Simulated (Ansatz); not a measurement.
An Ansatz (a first-principles code) input:

Ansatz 0.2 input:
```yaml
crystal:
  lattice:
    - [0.0, 2.8284333727, 2.8284333727]
    - [2.8284333727, 0.0, 2.8284333727]
    - [2.8284333727, 2.8284333727, 0.0]
  atoms:
    - { symbol: Be, position: [0.0, 0.0, 0.0] }
    - { symbol: Te, position: [0.25, 0.25, 0.25] }
kpoints:
  mp_grid: { grid: [6, 6, 6] }
hamiltonian:
  xc: hse06
  pseudopotentials: { azcp: { folder: ./paw }, kind: paw }
scf:
  n_extra_bands: 6
  occupations: { method: fixed }
output:
  eigenvalues: true
  eigenstates:
    e_range: [-9.0, 11.6]
    kpoints:
      - [0.0, 0.0, 0.0]  # VBM
      - [0.0, 0.5, 0.5]  # CBM
      - [0.0, 0.0, 0.0]  # GAMMA
      - [0.5, 0.0, 0.5]  # X
      - [0.5, 0.5, 0.5]  # L
      - [0.5, 0.25, 0.75]  # W
      - [0.375, 0.375, 0.75]  # K
      - [0.625, 0.25, 0.625]  # U
```

Problem. How many symmetry operations and irreducible k-points will the run report?

Solution. 24 operations, 16 of 216 k-points.

Problem. With a cutoff of 420 eV, how many plane waves at Γ?

Solution. 893.

It took roughly 40 core-seconds on shared server cores.

The points marked VBM and CBM come from a semilocal run.

Space group F-43m (zinc blende). The r²SCAN relaxation kept the symmetry of its start. Spin–orbit coupling is left out wherever it is not named.

Potentials: the earlier of the program's two PAW sets. The files were generated under PBE; for other functionals the program regenerates the frozen cores, and for LDA and PBEsol the local potential too.

Ansatz is a plane-wave DFT program.
